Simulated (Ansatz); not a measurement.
Given:

PtSeS:
Space group P3m1 (No. 156); a = b = 3.6534 Å, c = 4.6226 Å, α = β = 90.00°, γ = 120.00°

```
atom  site  symmetry       x       y       z
----  ----  --------  ------  ------  ------
Pt      1b       3m.  0.3333  0.6667  0.0096
Se      1a       3m.  0.0000  0.0000  0.7302
S       1c       3m.  0.6667  0.3333  0.2601
```

This is the LDA-relaxed structure.

Task: All from LDA in the plane-wave PAW code Ansatz, unless another level is named. Predict the electronic character.

Result: metallic (no gap).

Task: And the formation energy from the elements (no fitted shifts)?

Result: -0.44 eV/atom.

Task: What about the density of states at the Fermi level?

Result: 0.11 states/eV per atom (mean over ±0.08 eV).

The first step of the workflow began from a Materials Project structure, measured or hypothetical; the Crystallography Open Database copy checked does not list it. With Se and S taken as one species the cell has the higher symmetry P-3m1, so it may be an ordered model of a mixed-site phase. Whether it is the stable phase at ambient conditions was not checked. Symmetry was held in the LDA relaxation; its stability against distortions is not shown here. The run is not spin-polarised. A crystal of weakly bound layers computed without a dispersion correction: the cell and the soft elastic constants depend strongly on that. The references are the lowest solids computed at this level, not always the standard phases. Scalar-relativistic: spin–orbit coupling is off unless named, which matters more the heavier the elements.

Potentials: the later of the program's two PAW sets.
